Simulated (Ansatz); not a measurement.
**Elastic constants of TiHg at 8 GPa (stress–strain coefficients): input and output**

These are results of DFT LDA, scalar-relativistic, plane waves, PAW in Ansatz 0.2.0, not measurements.

Launched with:
```bash
ansatz run input.yaml --threads 1 --pin off --max-ram 3072MiB --backend cpu --events-out ev --progress --plain --runs-dir out
```

Input (bare energies are in eV):
```yaml
crystal:
  lattice:
    - [2.8861427452, 0.0, 0.0]
    - [0.0, 2.8861427452, 0.0]
    - [0.0, 0.0, 3.9488216153]
  atoms:
    - { symbol: Ti, position: [0.5, 0.5, 0.5] }
    - { symbol: Hg, position: [0.0, 0.0, 0.0] }
basis:
  ecutwfc: 420
kpoints:
  mp_grid: { grid: [14, 14, 10] }
hamiltonian:
  xc: lda
scf:
  occupations: { method: fermi_dirac, width: 0.15 }
output:
  forces: true
  stress: true
  eigenvalues: true
elastic:
  mode: relaxed_ion
  amplitude: 0.005
```

From the output:
```
--- Elastic constants: 4 strain directions × 4 members + reference (group order 16) ---
  dense FFT box of the reference and of every strained cell: 20×20×27
  strains applied: 11, 33, 23, 12; error gains: componentwise 1.00 (the most a stress slope's error grows in a printed constant), spectral 1.41 (1 for all six strains in a standard setting)
  C = ∂σ_k/∂η_j (tension-positive GPa; Voigt order 11 22 33 23 13 12):
       230.545    127.120    152.093      0.000      0.000     -0.000
       127.120    230.545    152.093      0.000      0.000     -0.000
       152.095    152.095    228.193      0.000      0.000     -0.000
         0.000      0.000      0.000    113.152      0.000      0.000
         0.000      0.000      0.000      0.000    113.152      0.000
        -0.000      0.000      0.000      0.000      0.000     45.438
  reference stress σ⁰ (GPa):     -7.991     -7.991     -8.000     -0.000     -0.000     -0.000
  C* (energy form; C + prestress term) asymmetry max|C*_kj − C*_jk| = 7.682e-3 GPa — a small one proves nothing (zero by symmetry where the batch's group is 432, −43m or m−3m); a large one is finite-difference/SCF noise where every solve ...
  moduli (Voigt/Reuss/Hill, GPa): K = 172.43/171.88/172.16   G = 71.55/56.63/64.09   E = 171.05   ν = 0.334
  mechanically stable: yes (min eigenvalue of sym C = 45.44 GPa)
  strain η (Voigt 11):  stress-route row diagonal C_11 = 230.55 GPa, energy-path curvature d²(F+E_count+ΔE)/dδ²/Ω₀ = 230.63 GPa
    cells at ±δ against ±2δ: C11 230.60 and 230.76 GPa, apart by 0.07 % of the column's largest entry
         δ    σ_11 (GPa) F (eV) n_scf n_hpsi n_pw
    -1.000e-2     -10.3951      -15973.1213297      11  165284    652   relax 0 steps, max|allowed force component| 2.05e-28 eV/Å
    -5.000e-3      -9.1681      -15973.1313654       5  117489    660   relax 0 steps, max|allowed force component| 6.71e-30 eV/Å
     5.000e-3      -6.8621      -15973.1477857       6  139578    676   relax 0 steps, max|allowed force component| 1.97e-31 eV/Å
     1.000e-2      -5.7800      -15973.1542704       9  133740    676   relax 0 steps, max|allowed force component| 6.21e-30 eV/Å
  strain η (Voigt 33):  stress-route row diagonal C_33 = 228.19 GPa, energy-path curvature d²(F+E_count+ΔE)/dδ²/Ω₀ = 228.27 GPa
    cells at ±δ against ±2δ: C13 152.13 and 152.23 GPa, apart by 0.04 % of the column's largest entry
         δ    σ_33 (GPa) F (eV) n_scf n_hpsi n_pw
    -1.000e-2     -10.3418      -15973.1213597      11   97469    660   relax 0 steps, max|allowed force component| 9.03e-29 eV/Å
    -5.000e-3      -9.1561      -15973.1313642       5   75574    660   relax 0 steps, max|allowed force component| 2.52e-29 eV/Å
     5.000e-3      -6.8741      -15973.1477992       5   73772    664   relax 0 steps, max|allowed force component| 3.16e-30 eV/Å
     1.000e-2      -5.7773      -15973.1542904       8   75794    676   relax 0 steps, max|allowed force component| 2.13e-29 eV/Å
  strain η (Voigt 23):  stress-route row diagonal C_44 = 113.15 GPa, energy-path curvature d²(F+E_count+ΔE)/dδ²/Ω₀ = 117.21 GPa
    cells at ±δ against ±2δ: C44 113.15 and 113.15 GPa, apart by 0.00 % of the column's largest entry
         δ    σ_23 (GPa) F (eV) n_scf n_hpsi n_pw
    -1.000e-2      -1.1315      -15973.1389654       8  213405    668   relax 0 steps, max|allowed force component| 0.00e0 eV/Å
    -5.000e-3      -0.5658      -15973.1398668       3  150389    668   relax 0 steps, max|allowed force component| 0.00e0 eV/Å
     5.000e-3       0.5658      -15973.1398668       3  147837    668   relax 0 steps, max|allowed force component| 0.00e0 eV/Å
     1.000e-2       1.1315      -15973.1389654       8  194387    668   relax 0 steps, max|allowed force component| 0.00e0 eV/Å
  strain η (Voigt 12):  stress-route row diagonal C_66 = 45.44 GPa, energy-path curvature d²(F+E_count+ΔE)/dδ²/Ω₀ = 49.52 GPa
    cells at ±δ against ±2δ: C66 45.45 and 45.48 GPa, apart by 0.07 % of the column's largest entry
         δ    σ_12 (GPa) F (eV) n_scf n_hpsi n_pw
    -1.000e-2      -0.4548      -15973.1396599       9  127788    668   relax 0 steps, max|allowed force component| 1.29e-28 eV/Å
    -5.000e-3      -0.2272      -15973.1400408       4   91977    668   relax 0 steps, max|allowed force component| 5.21e-29 eV/Å
     5.000e-3       0.2272      -15973.1400408       4   90657    668   relax 0 steps, max|allowed force component| 2.13e-29 eV/Å
     1.000e-2       0.4548      -15973.1396599       8  115161    668   relax 0 steps, max|allowed force component| 7.73e-29 eV/Å
```

The run took 3.6 min on 1 thread of Arm Neoverse V1 (shared host), peak memory 0.62 GiB.

In a metal, frequencies and elastic constants depend on the k mesh and the smearing, soft modes and shear constants most. Spin–orbit coupling is left out, which can shift energies with elements as heavy as these. Other phases may be more stable at this pressure.